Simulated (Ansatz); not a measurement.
TaF3 (Pm-3m), two-dimensional strain map

The calculation used DFT PBEsol, scalar-relativistic, plane waves, PAW in Ansatz. The runs took a 420 eV cutoff, a Γ-centred 12×12×12 mesh and Gaussian smearing (0.15 eV). Spin–orbit coupling is left out, which can shift energies with elements as heavy as these. No spin polarisation. Energies are free energies at this smearing, counted from the undisturbed cell; pressure is positive in compression.

The undisturbed cell (as given, not relaxed at this level; it stands at 20.4 GPa, and it needn't be the usual structure):

```
CELL_PARAMETERS angstrom
3.90120 0.00000 0.00000
0.00000 3.90120 0.00000
0.00000 0.00000 3.90120
ATOMIC_POSITIONS crystal
Ta 0.00000 0.00000 0.00000
F 0.50000 0.00000 0.00000
F 0.00000 0.50000 0.00000
F 0.00000 0.00000 0.50000
```

The cell is strained by p along both x and y and by q along z, fractional coordinates fixed. Points are written (p, q). At 20 GPa the given cell is far from its own equilibrium, so these figures belong to a strongly strained crystal.

Energy above the undisturbed cell in meV/atom (a dash: not computed):

```csv
p \ q,-0.030,-0.015,0.000,0.015,0.030
-0.030,247.4,198.6,161.5,134.8,116.8
-0.015,150.6,103.5,68.2,43.0,26.6
0.000,79.2,33.7,0.0,-23.6,-38.5
0.015,30.0,-14.2,-46.4,-68.4,-81.8
0.030,-0.1,-43.0,-73.8,-94.5,-106.4
```

Pressure in GPa:

```csv
p \ q,-0.030,-0.015,0.000,0.015,0.030
-0.030,42.4,38.2,34.6,31.4,28.5
-0.015,34.2,30.3,26.9,23.9,21.3
0.000,27.3,23.6,20.4,17.6,15.1
0.015,21.4,17.9,14.9,12.2,9.9
0.030,16.3,13.0,10.1,7.6,5.5
```